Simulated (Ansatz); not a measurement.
# Si3N4: gradients before and after relaxing the atoms

Start: a COD entry.

```cif
data_Si3N4
_symmetry_space_group_name_H-M 'P6_3/m'
_symmetry_Int_Tables_number 176
_cell_length_a 7.6093
_cell_length_b 7.6093
_cell_length_c 2.9079
_cell_angle_alpha 90.000
_cell_angle_beta 90.000
_cell_angle_gamma 120.000
loop_
_atom_site_label
_atom_site_type_symbol
_atom_site_symmetry_multiplicity
_atom_site_Wyckoff_symbol
_atom_site_fract_x
_atom_site_fract_y
_atom_site_fract_z
Si Si 6 h 0.1742 0.7678 0.2500
N7 N 2 c 0.3333 0.6667 0.2500
N9 N 6 h 0.3290 0.0390 0.2500
```

One atom of each set is listed.

Computed with Ansatz: DFT, PBE, plane waves and PAW (field gradients read without the response of the frozen cores, which leaves them typically 4 to 6 % off), scalar-relativistic, 420 eV cutoff, Γ-centred 4×4×10 k-points, Fermi–Dirac smearing 0.02 eV.

The largest force at the start is 1.8 eV/Å. Relaxing the ions at fixed cell moves them by 0.073 Å at most (atom 10, N) and 0.048 Å rms.

| site | moved (Å) | first shell before | first shell after | V_zz before (10²¹ V/m²) | η before |
| --- | --- | --- | --- | --- | --- |
| Si | 0.002 | 4 N at 1.71–1.79 Å | 4 N at 1.73–1.74 Å | 2.63 | 0.56 |
| N7 | 0.000 | 3 Si at 1.73 Å | 3 Si at 1.73 Å | -5.53 | 0.00 |
| N9 | 0.073 | 3 Si at 1.71–1.79 Å | 3 Si at 1.74 Å | -5.01 | 0.05 |

Question: How do the gradients change?

Answer: 

```csv
site,V_zz after,η after,change of V_zz
Si,0.90,0.26,-1.73
N7,-5.11,0.00,+0.42
N9,-5.16,0.07,-0.15
```

The largest change of V_zz is on Si, from 2.63 to 0.90. In per cent, |V_zz| changes by -66 on Si, -8 to +3 on N (all sites that start above 0.5). On Si V_xx and V_yy change places (or their axes turn by over 50°), so the two values of η hide a larger change.

Before: At this cell the PBE pressure is 6 GPa (principal stresses up to 12 GPa in size), so with PBE the cell would grow if it were relaxed. The entry's cell may itself be off.
After: At this cell the PBE pressure is 5 GPa, so with PBE the cell would grow if it were relaxed.
